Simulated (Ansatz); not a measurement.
Given:

Si₂MoN₄:
```cif
data_Mo2N8Si4
_chemical_formula_sum 'Mo2 N8 Si4'
_space_group_name_H-M_alt 'P63/mmc'
_space_group_IT_number 194
_space_group_name_Hall '-P 6c 2c'
_cell_length_a 2.88713
_cell_length_b 2.88713
_cell_length_c 20.83197
_cell_angle_alpha 90.000
_cell_angle_beta 90.000
_cell_angle_gamma 120.000
loop_
_atom_site_label
_atom_site_type_symbol
_atom_site_symmetry_multiplicity
_atom_site_Wyckoff_symbol
_atom_site_fract_x
_atom_site_fract_y
_atom_site_fract_z
_atom_site_occupancy
Mo1 Mo 2 c 0.33333 0.66667 0.25000 1
N1 N 4 f 0.66667 0.33333 0.19034 1
Si1 Si 4 f 0.66667 0.33333 0.10717 1
N2 N 4 e 0.00000 0.00000 0.08343 1
```

This is the r²SCAN+D4-relaxed structure.

Task: All from plane-wave PAW r²SCAN+D4 (Ansatz code), unless another level is named. Give the hole effective mass with spin–orbit coupling.

Result: 1.1, 1.1, 1.4 mₑ (principal values).

Task: What about the gap with spin–orbit coupling?

Result: 1.84 eV.

Task: What about the HSE06 gap on the r²SCAN+D4 cell?

Result: 2.32 eV.

Task: Predict the smallest direct gap on the standard path.

Result: 2.23 eV.

Task: Next, the weight of the valence-edge state by species (Voronoi cells)?

Result: Mo 58 %, N 35 %, Si 7 %.

Space group P6_3/mmc. The start of the workflow was typed in or built on a structure type; neither database checked (COD, Materials Project) lists it. Whether it is the stable phase at ambient conditions was not checked. The r²SCAN+D4 relaxation kept the symmetry of its start; whether a distortion lowers the energy is not shown. The workflow began spin-polarised and lost its moments. Scalar-relativistic: spin–orbit coupling is off unless named, which matters more the heavier the elements.

Potentials: the later of the program's two PAW sets.
